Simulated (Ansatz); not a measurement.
These are results of Ansatz 0.2.0, DFT PBE, scalar-relativistic, plane waves, PAW, and for the lanthanide a 4f-in-core norm-conserving potential, not measurements. Cutoff 660 eV, Γ-centred meshes of about 0.25 Å⁻¹ or finer for metals and 0.3 Å⁻¹ for insulators (2π included), Gaussian smearing. No spin polarisation.

Temperature and zero-point effects are left out.

Two relaxed structures of NdHf:

A.

```yaml
crystal:
  lattice:
    - [3.38800, 0.00000, 0.00000]
    - [-1.69400, 2.93409, 0.00000]
    - [0.00000, 0.00000, 5.54585]
  atoms:
    - { symbol: Nd, position: [0.00000, 0.00000, 0.50000] }
    - { symbol: Hf, position: [0.66667, 0.33333, 0.00000] }
```

B.

```yaml
crystal:
  lattice:
    - [3.36193, 0.00000, 0.00000]
    - [0.00000, 3.36193, 0.00000]
    - [0.00000, 0.00000, 4.84828]
  atoms:
    - { symbol: Nd, position: [0.00000, 0.00000, 0.00000] }
    - { symbol: Hf, position: [0.50000, 0.50000, 0.50000] }
```

Task: Which would you expect to be lower, and how large is the difference?

Result: B is lower, by 7 meV/atom. A has Nd and Hf ordered on hcp sites, space group P-6m2 (No. 187), 27.6 Å³/atom and no gap on its mesh; B has the CuAu (L1_0) type, space group P4/mmm (No. 123), 27.4 Å³/atom and no gap. Counting all near atoms (those within 1.25 times the shortest distance at each site), A and B both have Nd 12, Hf 12. Even the lower one lies +0.26 eV/atom against the reference forms of the elements (uncorrected), so neither is stable at this level. Both come from trial cells of a structure search, whose lowest cell (P4/nmm, 28.1 Å³/atom) lies 123 meV/atom below the lower of the two.

For metals, differences of a few meV/atom aren't resolved. Spin–orbit coupling, which can matter for Hf, is left out. Cells relaxed within their symmetry can be saddle points. Some candidate types were left out of the draw beforehand, so a known form may be missing.

The lanthanide is trivalent by construction, without f bands, f moments or other valences.
